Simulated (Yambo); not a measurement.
A BSE run in Yambo for a free-standing SnS₂ monolayer (symmetry P-3m1, slab cell 15.9 Å high) (PBE bands; 18×18×1 mesh, 5 valence and 5 conduction bands, static screening with 48 bands and a 3 Ry block, scissor 1.60 eV, Tamm-Dancoff, stochastic integration of W near q = 0; field along x) gives:

| state | energy (eV) | states within 2 meV | relative strength | class |
|---|---|---|---|---|
| 1 | 2.53 | 1 | < 0.01 | dark |
| 2 | 2.58 | 2 | < 0.01 | dark |
| 3 | 2.71 | 2 | < 0.01 | dark |
| 4 | 2.82 | 1 | < 0.01 | dark |
| 5 | 2.87 | 2 | 0.70 | weak |

**Question.** What changes when the window shrinks to 5 valence and 2 conduction bands?

**Answer.** The lowest state goes from 2.533 eV to 2.538 eV, and its distance below the direct gap from 0.945 eV to 0.939 eV. These are vertical excitations (zero momentum); the indirect quasiparticle gap, about 3.18 eV, is smaller than the direct one (3.48 eV on the GW mesh). The scissor comes from a G0W0 run whose convergence isn't established.

Bands and orbitals come from the standard potentials; the scissor and the G0W0 gaps come from a run at the same geometry on the stringent ones, which hold whole semicore shells in the valence.

Spin-orbit coupling is not included.

Geometry relaxed with PBEsol; primitive cell a = 3.6469 Å, b = 3.6469 Å, c = 15.9000 Å, α = 90.00°, β = 90.00°, γ = 120.00°.
